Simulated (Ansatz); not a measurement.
ScF3:
```yaml
crystal:
  lattice:
    - [3.97267, 0.00000, 0.00000]
    - [0.00000, 3.97267, 0.00000]
    - [0.00000, 0.00000, 3.97267]
  atoms:
    - { symbol: Sc, position: [0.00000, 0.00000, 0.00000] }
    - { symbol: F, position: [0.00000, 0.00000, 0.50000] }
    - { symbol: F, position: [0.50000, 0.00000, 0.00000] }
    - { symbol: F, position: [0.00000, 0.50000, 0.00000] }
```

This is the LDA-relaxed structure.

Q: All from plane-wave PAW LDA (Ansatz code), unless another level is named. Give the static dielectric constant ε0 (ions relaxed, cell fixed).

A: 7.97.

Q: What about the Born charges (a third of the trace)?

A: Sc +3.98, F -1.33 e.

Q: And the electronic dielectric constant ε∞ (DFPT)?

A: 2.28.

Space group Pm-3m (ReO3 type). The workflow started from a Materials Project entry (that database holds measured and hypothetical structures alike); the Crystallography Open Database files this formula in space group No. 221, but the cells were not matched. Whether it is the stable phase at ambient conditions was not checked. The LDA relaxation kept the symmetry of its start; phonons on a q-mesh show weakly imaginary modes. No spin polarisation was allowed.

Potentials: the earlier of the program's two PAW sets.
